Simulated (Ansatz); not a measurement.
LaGa₃Pd₂:
```
LaGa3Pd2
1.0
    5.43102     0.00000     0.00000
   -2.71551     4.70340     0.00000
    0.00000     0.00000     4.30555
La Ga Pd
1 3 2
Direct
  0.00000   0.00000   0.00000
  0.50000   0.00000   0.50000
  0.50000   0.50000   0.50000
  0.00000   0.50000   0.50000
  0.66667   0.33333   0.00000
  0.33333   0.66667   0.00000
```

Relaxed with r²SCAN. Special points in fractions of this cell's reciprocal vectors: Γ (0.000, 0.000, 0.000); M (0.500, 0.000, 0.000); K (0.333, 0.333, 0.000); A (0.000, 0.000, 0.500); L (0.500, 0.000, 0.500); H (0.333, 0.333, 0.500).

Question: List the band energies nearest the Fermi level at these points for plane-wave PAW r²SCAN (Ansatz code).

Answer: In eV from the Fermi level; about four levels below and three above (degenerate sets whole), none deeper than 8.9 eV; points with the same levels are listed once.

```csv
k,below,above
Γ,-0.71 -0.65 -0.65 -0.12,2.64 2.70 2.70
M,-2.83 -2.17 -1.70 -0.24,1.55 1.55 1.85
K,-2.77 -2.64 -2.64 -2.28,0.02 0.17 0.17
A,-0.73 -0.73 -0.72 -0.72,0.54 0.54 1.79
L,-2.78 -1.85 -0.64 -0.55,0.65 2.32 2.59
H,-1.77 -1.77 -1.08 -0.95,0.82 0.82 2.58
```

Space group P6/mmm. The workflow started from a Materials Project entry (that database holds measured and hypothetical structures alike); the Crystallography Open Database files this formula in space group No. 191, but the cells were not matched. Its standing as an ambient phase is unchecked. The r²SCAN relaxation kept the symmetry of its start; its stability against distortions is not shown here. No spin polarisation was allowed. Scalar-relativistic: spin–orbit coupling is off unless named, which matters more the heavier the elements.

Potentials: the later of the program's two PAW sets.
